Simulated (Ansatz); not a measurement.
Values for one crystal, relaxed and computed with PBE in the plane-wave PAW code Ansatz; other levels are named.

```yaml
volume_per_atom: 11.16 Å³
band_gap: 3.32 eV (indirect)
Electron effective mass, band 1 of 2 at the edge: 2.1 along [100], 1.2 along [110], 0.81 along [111] (mₑ)
conduction_band_minimum: at Γ
Bulk modulus (Birch–Murnaghan fit): 236 GPa
valence_band_maximum: at X
Electron effective mass, band 2 of 2 at the edge: 0.51 along [100], 0.62 along [110], 0.81 along [111] (mₑ)
```

Question: Pick the material that matches.
(A) BaO, rock salt
(B) Li2O, anti-fluorite
(C) SnO2, CdI2 type
(D) ZrO2, fluorite

Answer: D, ZrO2, fluorite

Space group Fm-3m (fluorite). This is a known high-temperature phase of the composition, computed here at zero pressure and temperature. The cell was relaxed with PBE under the symmetry of its start; whether a distortion lowers the energy is not shown. The run is not spin-polarised. Spin–orbit coupling is left out wherever it is not named.

Potentials: the later of the program's two PAW sets.
